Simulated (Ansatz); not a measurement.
Vibrational response of Al5Co3Ni2

These are results of DFT PBE, scalar-relativistic, plane waves, PAW in Ansatz, not measurements. Plane waves to 420 eV; Γ-centred k mesh 14×14×4; Fermi-Dirac smearing of 0.15 eV. No spin polarisation. Phonons by linear response, acoustic sum rule imposed.

Equilibrium structure at this level:
```
CELL_PARAMETERS angstrom
2.85730 0.00000 0.00000
0.00000 2.85730 0.00000
0.00000 0.00000 14.49243
ATOMIC_POSITIONS crystal
Al 0.50000 0.50000 0.00000
Al 0.50000 0.50000 0.20394
Al 0.50000 0.50000 0.40129
Al 0.50000 0.50000 0.59871
Al 0.50000 0.50000 0.79606
Co 0.00000 0.00000 0.30247
Co 0.00000 0.00000 0.69753
Co 0.00000 0.00000 0.50000
Ni 0.00000 0.00000 0.89762
Ni 0.00000 0.00000 0.10238
```

It was reached by relaxing an invented guess, and it needn't be the stable form of this composition. In a metal, frequencies depend on the k mesh and the smearing, soft modes most.

Q: Is this structure stable against zone-centre distortions?

A: Yes, at Γ: no optical mode is imaginary. Strains and other wave vectors aren't tested by this run.

Q: List the optical modes at Γ (i marks imaginary ones).

A:
| frequency (THz) | degeneracy |
| --- | --- |
| 3.03 | 2 |
| 3.08 | 2 |
| 3.79 | 1 |
| 3.86 | 1 |
| 4.94 | 2 |
| 5.40 | 2 |
| 6.03 | 1 |
| 6.84 | 1 |
| 8.10 | 2 |
| 8.45 | 2 |
| 8.80 | 2 |
| 9.19 | 2 |
| 9.20 | 1 |
| 9.54 | 2 |
| 9.88 | 1 |
| 10.04 | 1 |
| 10.94 | 1 |
| 11.55 | 1 |
